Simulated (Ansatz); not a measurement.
## Rocksalt alloy of MgO and ZnO (14 of 32 Mg sites exchanged), 64 atoms

Ansatz, PAW, plane waves. PBEsol relaxation of volume and atoms (shape held) at the single k point (¼, ¼, ¼) without its symmetry partners; single points on the relaxed atoms at the Γ point alone, onto which points of the small cell's zone fold. Arrangement: clustered. No spin–orbit coupling unless named.

Relaxed structure:

```
O Mg Zn
1.0
     8.47625    0.00000    0.00000
     0.00000    8.47625    0.00000
     0.00000    0.00000    8.47625
O Mg Zn
32 18 14
Cartesian
  2.1183 8.4676 0.0028
  2.1405 0.0184 4.2455
  2.1385 4.2350 0.0008
  2.1187 4.2244 4.2397
  6.3580 0.0153 0.0035
  6.3389 0.0155 4.2440
  6.3393 4.2194 8.4732
  6.3543 4.2225 4.2383
  8.4756 2.0986 0.0013
  8.4756 2.1246 4.2396
  0.0175 6.3650 0.0086
  0.0026 6.3559 4.2421
  4.2371 2.1206 0.0022
  4.2363 2.0976 4.2390
  4.2168 6.3484 0.0273
  4.2382 6.3630 4.2282
  8.4751 0.0161 2.1048
  0.0005 0.0189 6.3819
  8.4736 4.2232 2.1170
  8.4748 4.2246 6.3588
  4.2403 8.4661 2.1247
  4.2416 0.0161 6.3626
  4.2385 4.2322 2.1007
  4.2390 4.2217 6.3740
  2.1147 2.0922 2.1227
  2.1152 2.0943 6.3563
  2.1376 6.3694 2.1093
  2.1198 6.3697 6.3781
  6.3584 2.0917 2.1232
  6.3588 2.0929 6.3546
  6.3437 6.3662 2.1255
  6.3615 6.3666 6.3621
  8.4744 8.4653 0.0038
  4.2387 8.4658 0.0038
  4.2389 8.4647 4.2446
  4.2423 4.2419 8.4735
  2.1164 2.1197 0.0019
  2.1167 2.1255 4.2407
  2.1124 6.3423 0.0030
  6.3593 2.1205 0.0013
  6.3584 2.1242 4.2406
  2.1147 8.4650 2.1281
  2.1154 8.4654 6.3562
  6.3629 8.4633 2.1273
  6.3618 8.4621 6.3573
  8.4755 2.1249 2.1229
  8.4756 2.1255 6.3575
  4.2381 2.1186 2.1234
  4.2385 2.1211 6.3567
  4.2407 6.3409 2.1311
  0.0002 0.0045 4.2429
  8.4744 4.2335 0.0009
  8.4756 4.2410 4.2390
  4.2380 4.2327 4.2412
  2.1198 6.3551 4.2416
  6.3555 6.3556 0.0063
  6.3586 6.3537 4.2426
  2.1203 4.2327 2.1191
  2.1196 4.2333 6.3592
  6.3563 4.2312 2.1193
  6.3572 4.2333 6.3579
  0.0019 6.3544 2.1240
  0.0014 6.3553 6.3616
  4.2374 6.3563 6.3642
```

Question: What are the mean bond lengths by pair (pairs within 1.2 times the sum of covalent radii, less contacts 15 % beyond the pair's median; cation–cation pairs of compounds aside; long ionic contacts are cut short by that bound)?

Answer: Mg–O 2.113 ± 0.009 Å (standard deviation, 108 bonds); O–Zn 2.127 ± 0.009 Å (standard deviation, 84 bonds).

Question: What gap lies between the top filled and the lowest empty level in the single points?

Answer: HSE06 4.06 eV (3.1 min on 7 threads of Neoverse-V2).
